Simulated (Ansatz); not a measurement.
Q: Sc (hcp (Mg type), P6_3/mmc) is relaxed with plane-wave PAW r²SCAN+D4 (Ansatz code). What lattice parameters of the conventional cell result?

A: a = 3.319 Å, c = 5.172 Å.

Symmetry was held in the r²SCAN+D4 relaxation. The run is not spin-polarised. The pairwise dispersion correction was not fitted to metals. Axis ratios of metals converge slowly with the k-mesh, so a and c are less sure than the volume.

Potentials: the later of the program's two PAW sets.
